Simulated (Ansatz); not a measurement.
GaP, in the lowest among the structures calculated here: F-43m (No. 216), cF8, zinc blende type; a = 5.4518 Å, b = 5.4518 Å, c = 5.4518 Å, α = 90.00°, β = 90.00°, γ = 90.00°; P 4d (0.750, 0.750, 0.750); Ga 4a (0.000, 0.000, 0.000). Level of theory: r2SCAN (plane waves to 500 eV, PAW, scalar-relativistic; Ansatz, a program for electronic structure). Element references, the lowest calculated here: P (Cmce), Ga (Cmce).

Total energies (eV/atom, σ → 0; comparable only within this code, potentials and settings):

| phase | E (eV/atom) |
|---|---|
| GaP (F-43m) | -2275.246 |
| P (Cmce) | -759.167 |
| Ga (Cmce) | -3790.273 |

### Question
What is the formation energy of this F-43m form of GaP from the elements?

### Answer
E_f = -2275.246 − [1 × (-3790.273) + 1 × (-759.167)] / 2 = -0.53 eV/atom (-1.1 eV per formula unit).

Static energies, no anion corrections, no zero-point energy. Values are rounded to 0.01 eV/atom. The compounds carry no spin polarisation.
